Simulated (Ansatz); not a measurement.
A distorted cell of MgO (rock salt):

```
CELL_PARAMETERS angstrom
      0.00000     2.20130     2.02519
      2.20130     0.00000     2.02519
      2.20130     2.20130     0.00000
ATOMIC_POSITIONS crystal
  O  0.00000 0.00000 0.00000
  Mg 0.50000 0.50000 0.50000
```

Calculation: PBE (plane waves to 420 eV, PAW, scalar-relativistic; Ansatz, a quantum-chemistry and plane-wave program). k mesh 13×13×13 (Γ-centred), Fermi-Dirac smearing 0.05 eV. The energy includes the smearing's −TS. Compression counts positive. MgO was relaxed with its symmetry unable to fall.

Question: What is the stress tensor (GPa)?

Answer: 
```
   -6.0      0.0      0.0
    0.0     -6.0      0.0
    0.0      0.0      9.8
```
The pressure, a third of the trace, is -0.7 GPa.

Question: It is the relaxed cell deformed to V/V₀ = 1.020, (c/a)/(c/a)₀ = 0.920, c along z, fractional positions held. What is its energy relative to the relaxed cell?

Answer: 26.9 meV/atom.

(A scan under strain: stresses follow from slopes of the energy per volume, elastic moduli from its curvatures.)
